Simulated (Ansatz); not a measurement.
TaAl3 (I4/mmm): electronic heat capacity and spin susceptibility from the density of states

Computed with Ansatz, DFT r2SCAN, scalar-relativistic, plane waves, PAW.

Settings: cutoff 500 eV, Γ-centred mesh 16×16×16 on the computed 4-atom cell, Gaussian smearing of 0.10 eV; no spin polarisation.

Relaxed cell: I4/mmm, a = 3.836 Å, b = 3.836 Å, c = 8.504 Å, α = 90.00°, β = 90.00°, γ = 90.00°, 4 atoms in the primitive cell.

The density of states at the Fermi level is 0.576 states/eV in the cell of 4 atoms (1 formula unit; both spins, tetrahedra on a 24×24×24 mesh). Averaged over bins of 0.1 eV the density runs from 0.2 to 0.9 states/eV within 0.2 eV of the Fermi level, so the figure hangs on the exact place of that level.

**Question.** What Sommerfeld coefficient and Pauli susceptibility does this give?

**Answer.** Per formula unit N(E_F) = 0.576 states/eV. γ = (π²/3) k_B² N(E_F) N_A = 2.357 mJ/(mol K²) per state/eV, so γ = 1.4 mJ/(mol K²), a mole of formula units. χ_P = μ_B² N(E_F) N_A = 3.23×10⁻⁵ emu/mol per state/eV gives 1.9×10⁻⁵ emu/mol. This is the bare band result: a measured γ of the same phase is as a rule larger by a factor 1 + λ from phonons and spin fluctuations, the spin part of χ is larger by the Stoner factor, and a measured χ also holds orbital and core terms. N(E_F) at one energy is sensitive to the mesh where the density of states has sharp peaks.

Spin-orbit coupling is left out, which matters for the bands of heavy elements.

Cost: 1 run of about 4.2 core-minutes, on Arm Neoverse V1 (shared hosts).